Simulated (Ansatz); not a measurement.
Here is the system:

AlAs (zinc blende)

Space group F-43m (No. 216); a = b = c = 5.6743 Å, α = β = γ = 90.00°

| atom | site | symmetry | x | y | z |
|---|---|---|---|---|---|
| As | 4c | -43m | 0.2500 | 0.2500 | 0.2500 |
| Al | 4a | -43m | 0.0000 | 0.0000 | 0.0000 |
(The calculation used a cell of 2 atoms; values per cell refer to that cell.)

E(V) scan at fixed shape, V₀ the volume above. Symmetry pins the atoms to their sites.

Method: PBEsol (plane waves to 420 eV, PAW, scalar-relativistic; Ansatz, a program for electronic structure). k mesh 10×10×10 (Γ-centred), Fermi-Dirac smearing 0.05 eV. Energies are smeared free energies. Compression counts positive. AlAs was relaxed with its symmetry unable to fall. The PAW data are Ansatz's earlier set. The zero of ΔE is the relaxed starting cell.

The scan covers V/V₀ from 0.840 to 1.160 in 13 points.

Task: What is the fitted pressure derivative B₀′?

Result: 4.2.

Task: What bulk modulus B₀ follows from a third-order Birch-Murnaghan fit?

Result: 71.9 GPa.

(A scan under strain: stresses follow from slopes of the energy per volume, elastic moduli from its curvatures.)
